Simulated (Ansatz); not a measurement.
CdS (zinc blende)

```xyz
2
Lattice="0.0000 2.9633 2.9633 2.9633 0.0000 2.9633 2.9633 2.9633 0.0000" Properties=species:S:1:pos:R:3 pbc="T T T"
S      4.4450     4.4450     4.4450
Cd     0.0000     0.0000     0.0000
```

This relaxed cell (volume V₀) is scaled evenly in all directions, its shape held. Symmetry pins the atoms to their sites.

Computed with PBE (plane waves to 420 eV, PAW, scalar-relativistic; Ansatz, a program for electronic structure). k mesh 10×10×10 (Γ-centred), Fermi-Dirac smearing 0.05 eV. E stands for the smeared free energy. CdS was relaxed with its symmetry unable to fall. ΔE is measured from the relaxed starting cell.

| V (Å³/atom) | ΔE (meV/atom) |
|---|---|
| 21.858 | 153.4 |
| 22.899 | 79.2 |
| 23.940 | 32.4 |
| 24.981 | 7.5 |
| 26.021 | 0.0 |
| 27.062 | 6.4 |
| 28.103 | 24.0 |
| 29.144 | 50.5 |
| 30.185 | 84.1 |

**Question.** What is the fitted pressure derivative B₀′?

**Answer.** 4.6.

**Question.** What bulk modulus B₀ follows from a third-order Birch-Murnaghan fit?

**Answer.** 53.3 GPa. Check by three points about V = 26.021 Å³/atom, step 1.041: d²E/dV² ≈ (7.5 − 2·0.0 + 6.4) meV / 1.041² = 0.0128 eV/Å⁶, and V·d²E/dV² × 160.2 = 53.5 GPa.

(Under strain, the slope of the energy per volume gives the stress and its curvature an elastic modulus.)
